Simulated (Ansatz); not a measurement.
Space group Im-3m (No. 229). a = 8.911 Å, b = 8.911 Å, c = 8.911 Å, α = 90.00°, β = 90.00°, γ = 90.00°
```csv
atom,site,symmetry,x,y,z
Si,12d,-4m.2,0.2500,0.5000,0.0000
O,24h,m.m2,0.1477,0.5000,0.8523
```

Equation of state of this SiO2 structure (not necessarily the ground state), with shape and atoms relaxed at each volume where symmetry leaves them free. These are results of DFT LDA, scalar-relativistic, plane waves, PAW in Ansatz, not measurements.

Plane waves to 420 eV, a k mesh through Γ of 4×4×4 on the computed 18-atom cell and Gaussian smearing (0.02 eV); no spin polarisation.

```
V (Å³/atom) E − E(largest V) (meV/atom) P (GPa) gap on mesh (eV)
     17.298                        50.78    16.05              5.30
     17.888                         0.06    11.53              5.42
     18.477                       -34.63     7.31              5.49
     19.067                       -54.29     3.44              5.52
     19.657                       -60.40    -0.05              5.51
     20.246                       -54.32    -3.18              5.46
     20.836                       -37.41    -5.96              5.37
     21.622                         0.00    -9.18              5.18
```

Task: Fit a third-order Birch–Murnaghan equation to E(V).

Result: V0 = 19.65 Å³/atom, B0 = 110 GPa, B0' = 2.5.

The gaps are read on the mesh, which can miss the band edges, so they can be too wide.

This form isn't the usual stable structure of the compound.

Cost: 8 runs of about 4.8 core-minutes in all, on Oxide Virtual Turin-like Processor (Zen 5) (shared hosts).